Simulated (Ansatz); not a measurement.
A generated cell, not matched to a known phase here, of Li2F: Fm-3m (No. 225), cF12, anti-fluorite type; a = b = c = 5.314 Å, α = β = γ = 90.00°; F 4a (0.000, 0.000, 0.000); Li 8c (0.250, 0.250, 0.250). These are r2SCAN (plane waves to 500 eV, PAW, scalar-relativistic; Ansatz, an electronic-structure program) values and carry that method's errors. Element references, the lowest calculated here: Li (Fm-3m, not the ambient form), F (R-3m, a generated molecular cell); gases are represented by their molecular solids.

### Question
What formation energy of this Fm-3m form of Li2F from the elements does r2SCAN give?

### Answer
-1.46 eV/atom.

### Question
How does this cell stand against the other phases calculated?

### Answer
It lies 0.64 eV/atom above their hull: Li2F → LiF + Li (LiF Fm-3m, Li Fm-3m) releases that much. A lower structure of this composition may exist.

Hull of the energies calculated here, no anion corrections, zero temperature, no zero-point energy; an uncalculated phase could lie lower. Values are rounded to 0.01 eV/atom. Not shown to be the ambient phase of their composition (a lower form may be missing, and a cell relaxed within its start's symmetry can be a saddle point): Li2F (Fm-3m). The compounds carry no spin polarisation.
